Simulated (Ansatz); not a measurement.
AlAu:
```cif
data_Al4Au4
_chemical_formula_sum 'Al4 Au4'
_space_group_name_H-M_alt 'P21/m'
_space_group_IT_number 11
_space_group_name_Hall '-P 2yb'
_cell_length_a 6.30862
_cell_length_b 3.35749
_cell_length_c 6.39447
_cell_angle_alpha 90.000
_cell_angle_beta 93.072
_cell_angle_gamma 90.000
loop_
_atom_site_label
_atom_site_type_symbol
_atom_site_symmetry_multiplicity
_atom_site_Wyckoff_symbol
_atom_site_fract_x
_atom_site_fract_y
_atom_site_fract_z
_atom_site_occupancy
Al1 Al 2 e 0.45436 0.25000 0.17961 1
Al2 Al 2 e 0.08298 0.25000 0.68156 1
Au1 Au 2 e 0.69100 0.25000 0.52682 1
Au2 Au 2 e 0.18641 0.75000 0.00642 1
```

Relaxed with PBEsol.

Which orbitals make up the states near the Fermi level in DFT-PBEsol in the program Ansatz with PAW potentials?

Within 0.5 eV of the Fermi level: Al 3p 50 %, Al 3s 18 %, Au 5d 12 %, Au 6s 10 %, outside the projected shells 9 %. Projections are on Löwdin-orthogonalised atomic valence shells; empty p or d shells of many metals are not among them.

Tabulate the density of states.

States/eV per cell of 8 atoms, in 0.25 eV bins, energy from the Fermi level.

```tsv
E (eV)	total	Au 5d	Al 3p	Al 3s
-7.85	3.69	1.52	0.75	0.85
-7.60	5.05	2.71	0.72	1.10
-7.35	6.16	3.95	0.72	1.12
-7.10	3.30	2.19	0.54	0.32
-6.85	9.65	7.02	1.49	0.42
-6.60	9.48	7.48	1.13	0.35
-6.35	18.36	15.96	1.29	0.56
-6.10	14.53	12.78	0.99	0.44
-5.85	12.39	10.92	0.95	0.32
-5.60	13.52	11.84	1.14	0.29
-5.35	15.97	14.27	1.14	0.30
-5.10	14.19	12.73	0.91	0.27
-4.85	12.28	11.21	0.63	0.17
-4.60	10.25	9.33	0.50	0.16
-4.35	10.62	9.64	0.53	0.16
-4.10	6.13	4.79	0.70	0.21
-3.85	3.69	2.27	0.74	0.22
-3.60	2.80	1.44	0.72	0.20
-3.35	2.88	1.35	0.77	0.26
-3.10	2.43	1.00	0.72	0.30
-2.85	2.45	0.88	0.85	0.34
-2.60	2.84	0.90	1.08	0.45
-2.35	2.81	0.77	1.16	0.49
-2.10	2.73	0.64	1.23	0.47
-1.85	3.06	0.61	1.51	0.52
-1.60	2.93	0.53	1.52	0.49
-1.35	2.85	0.48	1.54	0.45
-1.10	2.30	0.36	1.28	0.34
-0.85	2.51	0.38	1.38	0.37
-0.60	2.18	0.30	1.16	0.35
-0.35	2.01	0.26	1.05	0.33
-0.10	1.95	0.24	1.00	0.34
0.15	1.71	0.21	0.84	0.32
0.40	1.68	0.20	0.81	0.33
0.65	1.57	0.19	0.75	0.31
0.90	1.68	0.21	0.77	0.35
1.15	2.12	0.27	0.85	0.49
1.40	2.58	0.32	0.98	0.63
1.65	3.08	0.36	1.24	0.74
1.90	3.38	0.35	1.38	0.83
2.15	3.57	0.34	1.55	0.80
2.40	3.87	0.36	1.74	0.82
2.65	3.76	0.32	1.74	0.74
2.90	3.89	0.30	1.86	0.70
3.15	3.77	0.27	1.85	0.66
3.40	3.52	0.23	1.75	0.57
3.65	3.74	0.23	1.89	0.55
3.90	3.93	0.22	2.02	0.51
4.15	3.61	0.19	1.87	0.42
4.40	3.75	0.17	1.87	0.41
4.65	3.68	0.16	1.82	0.38
4.90	3.90	0.15	1.84	0.35
```

Space group P2_1/m. The workflow started from a Materials Project entry (that database holds measured and hypothetical structures alike); the Crystallography Open Database copy checked does not list it. Its standing as an ambient phase is unchecked. The cell was relaxed with PBEsol under the symmetry of its start; whether a distortion lowers the energy is not shown. Spin–orbit coupling is left out wherever it is not named.

Potentials: the later of the program's two PAW sets.
